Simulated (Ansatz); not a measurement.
The start is a generated cell, YCl placed in the AFLOW prototype AB_cP6_221_c_d (as in NbO). The cell and all atomic positions are relaxed at zero pressure with PBEsol (plane waves to 420 eV, PAW, scalar-relativistic; Ansatz, a first-principles code). The first steps use a coarse 4×4×4 k-mesh.

The start:
```
CELL_PARAMETERS angstrom
      5.55232     0.00000     0.00000
      0.00000     5.55232     0.00000
      0.00000     0.00000     5.55232
ATOMIC_POSITIONS crystal
  Cl 0.00000 0.50000 0.50000
  Cl 0.50000 0.50000 0.00000
  Cl 0.50000 0.00000 0.50000
  Y  0.50000 0.00000 0.00000
  Y  0.00000 0.00000 0.50000
  Y  0.00000 0.50000 0.00000
```

```json
{
  "initial_pressure": "-5 GPa (negative: the cell is under tension)",
  "outcome": "The space group stays Pm-3m (No. 221) (the run could not lower it); the end is AFLOW prototype AB_cP6_221_c_d (as in NbO), with 6 atoms in the primitive cell",
  "energy_released": "0.06 eV/atom",
  "volume_change": "-11.1 %, from 28.53 to 25.36 Å³/atom",
  "Shortest distances (start → end)": "The closest pairs of elements (up to four, under 3.6 Å), start → end: Cl–Y 2.78 → 2.67 Å",
  "optimiser_moves": "8"
}
```

Relaxed structure:

Space group Pm-3m (No. 221); a = b = c = 5.3386 Å, α = β = γ = 90.00°

```tsv
atom	site	symmetry	x	y	z
Cl	3c	4/mm.m	0.0000	0.5000	0.5000
Y	3d	4/mm.m	0.0000	0.0000	0.5000
```

Final values are on a 9×9×9 k-mesh of the relaxed cell. No spin polarisation in the result. The d or f electrons are treated with no Hubbard U.

The run could not lose the symmetry of its start: the end is stationary, and may be a saddle point rather than a minimum.

All atoms sit on sites fixed by symmetry, so only the cell could relax.

The relaxed structure here is a generated cell of YCl: the first start was made by placing the elements on the sites of a structure type, and the end was not matched to a known phase here, so it may be hypothetical.
